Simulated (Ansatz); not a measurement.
ZnO:
```
CELL_PARAMETERS angstrom
      3.97347     0.00000     0.00000
      0.00000     3.97347     0.00000
      0.00000     0.00000     3.41210
ATOMIC_POSITIONS crystal
  Zn 0.50000 0.00000 0.08693
  Zn 0.00000 0.50000 0.91307
  O  0.00000 0.00000 0.00000
  O  0.50000 0.50000 0.00000
```

Relaxed with PBE+D3(BJ). Special points in fractions of this cell's reciprocal vectors: Γ (0.000, 0.000, 0.000); X (0.000, 0.500, 0.000); M (0.500, 0.500, 0.000); Z (0.000, 0.000, 0.500); R (0.000, 0.500, 0.500); A (0.500, 0.500, 0.500).

### Question
List the band energies nearest the Fermi level at these points for PBE+D3(BJ) (plane waves, PAW; program Ansatz).

### Answer
In eV from the Fermi level; about four levels below and three above (degenerate sets whole), none deeper than 8.9 eV; … stands for higher levels left out; points with the same levels are listed once.

```
k                          below        above
-  -----------------------------  -----------
Γ        -2.43 -2.43 -1.26 -0.37       2.58 …
X        -3.25 -3.25 -1.67 -1.67  3.52 3.52 …
M        -1.50 -1.50 -0.05 -0.05  5.13 5.13 …
Z  -4.52 -4.52 -2.34 -2.34 -1.92  3.12 4.04 …
R        -3.11 -3.11 -2.67 -2.67  3.64 3.64 …
A        -2.29 -2.29 -0.03 -0.03  2.34 2.34 …
```

Space group P4/nmm. A made-up cell: these elements were put on the sites of a structure type; neither database checked (COD, Materials Project) lists it. It is not the phase usual at ambient conditions (space group No. 186). The PBE+D3(BJ) relaxation kept the symmetry of its start; its stability against distortions is not shown here.

Potentials: the later of the program's two PAW sets.
